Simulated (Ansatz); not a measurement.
ZrN (rock salt, Fm-3m) at seven volumes, the program Ansatz at the PBE level (PAW), scaled uniformly. One row is withheld.

```
V (Å³/atom)  P (GPa)
-----------  -------
11.032         28.83
11.396         17.65
11.760          8.13
12.124          0.01
12.487         -6.90
12.851             ?
13.215        -17.82
```

Q: Fit the shown pressures and predict the withheld one.

A: P = (3/2)B₀(x^(7/2) − x^(5/2))[1 + (3/4)(B′ − 4)(x − 1)] with x = (V₀/V)^(2/3). Least squares on the six rows gives V₀ = 12.125 Å³/atom, B₀ = 249 GPa, B′ = 4.30. At V = 12.851, x = 0.9620 and P = -12.78 GPa. The run itself gave -12.80 GPa.

The cell was relaxed with PBE under the symmetry of its start; of distortions, only those at the zone centre were tested. No spin polarisation was allowed.

Potentials: the later of the program's two PAW sets.
